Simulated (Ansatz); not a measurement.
**CsPbBr3: do energies and stresses tell the same story?**

Computed with DFT PBE, scalar-relativistic, plane waves, PAW in Ansatz.

Settings: cutoff 420 eV, Γ-centred mesh 6×6×6 on the computed 5-atom cell, Gaussian smearing of 0.02 eV; no spin polarisation.

Relaxed cell: Pm-3m, a = 6.003 Å, b = 6.003 Å, c = 6.003 Å, α = 90.00°, β = 90.00°, γ = 90.00°, 5 atoms in the primitive cell. Whether it is the stable form of this composition wasn't checked.

Energies at zero smearing and pressures from the stress tensor, at volumes with shape and atoms relaxed:
| V (Å³/atom) | E − E(first) (meV/atom) | P (GPa) |
| --- | --- | --- |
| 38.068 | 0.00 | 3.202 |
| 39.365 | -21.69 | 2.184 |
| 40.663 | -35.82 | 1.328 |
| 41.961 | -43.57 | 0.608 |
| 43.259 | -45.97 | 0.001 |
| 44.557 | -43.85 | -0.510 |
| 45.854 | -37.92 | -0.941 |
| 47.585 | -25.12 | -1.410 |

**Question.** Check P = −dE/dV between neighbouring volumes, and get the bulk modulus from the pressures alone.

**Answer.** With 1 eV/Å³ = 160.2 GPa:
```tsv
middle V (Å³/atom)	−ΔE/ΔV (GPa)	mean P (GPa)
38.717	2.678	2.693
40.014	1.744	1.756
41.312	0.958	0.968
42.610	0.296	0.304
43.908	-0.262	-0.255
45.205	-0.732	-0.726
46.719	-1.185	-1.176
```

The two differ by 0.015 GPa at most. The mean of two end pressures misses the average over a step by about ΔV² P″/12, up to 0.015 GPa here; with that taken off 0.000 GPa remains. Around V = 43.259 Å³/atom, the two neighbours give B = −V ΔP/ΔV = 43.259 × 1.118 / 2.596 = 18.6 GPa, against B0 = 18.5 GPa from the Birch–Murnaghan fit of the energies.

Spin–orbit coupling is left out, which can shift energies with elements as heavy as these.

Symmetry holds off the tilts and polar distortions that many cubic perovskites undergo.